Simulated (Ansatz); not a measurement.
Relaxed-ion elastic tensor of ScAg$_{3}$ (Cu3Au type, space group No. 221) in GPa (Voigt order), PBEsol (plane waves, PAW; program Ansatz); density 8.52 g/cm³, 17.97 Å³ per atom.

```
 117  91.8  91.8   0.0   0.0   0.0
91.8   117  91.8   0.0   0.0   0.0
91.8  91.8   117   0.0   0.0   0.0
 0.0   0.0   0.0  41.5   0.0   0.0
 0.0   0.0   0.0   0.0  41.5   0.0
 0.0   0.0   0.0   0.0   0.0  41.5
```

### Question
Is the crystal mechanically stable?

### Answer
Yes: the smallest eigenvalue of C is 25.2 GPa.

### Question
Work out the Voigt, Reuss and Hill averages.

### Answer
K_V = 100, K_R = 100, K_H = 100; G_V = 29.9, G_R = 21.6, G_H = 25.8 GPa.

### Question
Give Young's modulus, Poisson's ratio, Pugh's ratio and the universal anisotropy index.

### Answer
E = 9KG/(3K + G) = 71.2 GPa; ν = 0.38; K/G = 3.89 (ductile by the Pugh limit of 1.75); A_U = 5G_V/G_R + K_V/K_R − 6 = 1.92.

### Question
Estimate the sound speeds and the Debye temperature.

### Answer
v_l = √((K + 4G/3)/ρ) = 3970 m/s, v_t = √(G/ρ) = 1740 m/s, mean 1960 m/s; Θ = (h/k)(3n/4πV)^(1/3) v_m = 223 K.

### Question
Give the Zener ratio and Young's modulus along [100], [110] and [111].

### Answer
A = 2C44/(C11 − C12) = 3.30; 1/E = S11 − 2(S11 − S12 − S44/2)Γ with Γ = 0, 1/4, 1/3 gives 36.2, 72.7, 109 GPa.

Space group Pm-3m (Cu3Au type). The start of the workflow was typed in or built on a structure type; neither database checked (COD, Materials Project) lists it. Its standing as an ambient phase is unchecked. The cell was relaxed with PBEsol under the symmetry of its start; its stability against distortions is not shown here. The run is not spin-polarised. As this level gives no gap, shear constants depend on the k-mesh and smearing (Fermi–Dirac, 0.1 eV here).

Potentials: the later of the program's two PAW sets.
